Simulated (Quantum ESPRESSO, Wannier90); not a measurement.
# BaTiO3 (R3m): Wannier90 run

```yaml
crystal:
  lattice:
    - [2.84826, 1.64444, 2.33556]
    - [-2.84826, 1.64444, 2.33556]
    - [0.00000, -3.28888, 2.33556]
  atoms:
    - { symbol: Ba, position: [0.00014, 0.00014, 0.00014] }
    - { symbol: Ti, position: [0.51333, 0.51333, 0.51333] }
    - { symbol: O, position: [0.48895, 0.97972, 0.48895] }
    - { symbol: O, position: [0.48895, 0.48895, 0.97972] }
    - { symbol: O, position: [0.97972, 0.48895, 0.48895] }
```

Cell from Materials Project (mp-5020), symmetrised, no further relaxation. COD (Crystallography Open Database) has the formula in 5 space groups, this one among them (matched by group alone). Computed values, not measurements, from PBEsol: Quantum ESPRESSO (norm-conserving PseudoDojo potentials, cutoff 68 Ry, no spin polarisation, no spin-orbit coupling) on a Γ-centred 8×8×8 mesh, then Wannier90. Density: 8×8×8 mesh, cold smearing 0.01 Ry. Spin-orbit coupling is left out although heavy elements are present.

Base run: 14 functions from bands 12-38 of the 38 computed, start hydrogen-like Ti: d; O: p, centres 0.05 Å off the atoms, frozen window up to 3.87 eV relative to the valence-band maximum, outer window open. One thing is changed at a time; window edges are relative to the valence-band maximum. The misfit compares interpolated bands with pw.x on a high-symmetry path, for states up to 3.4 eV relative to the valence-band maximum. Converged means that the tolerances were met: symmetric starts can stop on a saddle, which shows as a larger Ω_OD at equal Ω_I and can move the misfit too.

Question: Which of these settings interpolates worst among those that finish?
A. frozen window to 0.87 eV
B. base
C. frozen window to 1.87 eV
D. outer window to 8.01 eV
E. no frozen window

Answer: E, no frozen window. The whole sweep:

```csv
setting,functions,frozen to (eV),Ω_I (Å²),Ω_D (Å²),Ω_OD (Å²),rms misfit (meV),worst (meV),ended
base,14,3.87,14.49,0.00,0.31,0.2,0.9,converged
frozen window to 1.87 eV,14,1.87,13.73,0.00,0.21,72,262,converged
frozen window to 5.87 eV,14,5.87,–,–,–,–,–,stops: too many frozen states
frozen window to 0.87 eV,14,0.87,13.73,0.00,0.21,72,262,converged
no frozen window,14,none,10.75,0.00,0.13,424,1082,converged
outer window to 8.01 eV,14,3.87,16.61,0.02,0.55,0.7,6.6,converged
outer window to 6.71 eV,14,3.87,–,–,–,–,–,stops: too few bands in the window
```
